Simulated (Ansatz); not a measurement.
Si12W (P6/mmm), relaxed with r²SCAN+D4 (Ansatz, a first-principles code, plane waves, PAW): a = b = 7.080 Å, c = 5.240 Å, α = β = 90.00°, γ = 120.00°.

| Property | Result |
|---|---|
| ΔH_f (eV/atom) | 0.44 |

Problem. The same phase is relaxed and computed with PBE+D3(BJ) in the same code. What are the cell and these values now?

Solution. a = b = 7.092 Å, c = 5.171 Å, α = β = 90.00°, γ = 120.00°.

ΔH_f (eV/atom): 0.34

Typed or built starts, not in the databases checked: Si12W, P6/mmm (W on 1a, Si on 12n). All cells were relaxed under the symmetry of their starts (and spin orders); stability against distortions was not tested throughout. Rows with no word on spin ran without spin polarisation. Spin–orbit coupling is left out wherever it is not named.

Potentials: the earlier of the program's two PAW sets.

Ansatz is a plane-wave DFT program.

Formation energies count from the lowest solids of the elements computed at the same level, not from gases.
